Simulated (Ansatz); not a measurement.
Bi (A7 (α-As type), R-3m) is relaxed with PBEsol in the plane-wave PAW code Ansatz. What lattice parameters of the conventional cell result?

a = 4.525 Å, c = 11.651 Å.

Give the free coordinates with the occupied sites.

In one choice of origin and axes:

```csv
atom,site,symmetry,x,y,z
Bi,6c,3m,0.0000,0.0000,0.2366
```

The cell was relaxed with PBEsol under the symmetry of its start. Axis ratios of metals converge slowly with the k-mesh, so a and c are less sure than the volume. Spin–orbit coupling is left out wherever it is not named.

Potentials: the later of the program's two PAW sets.
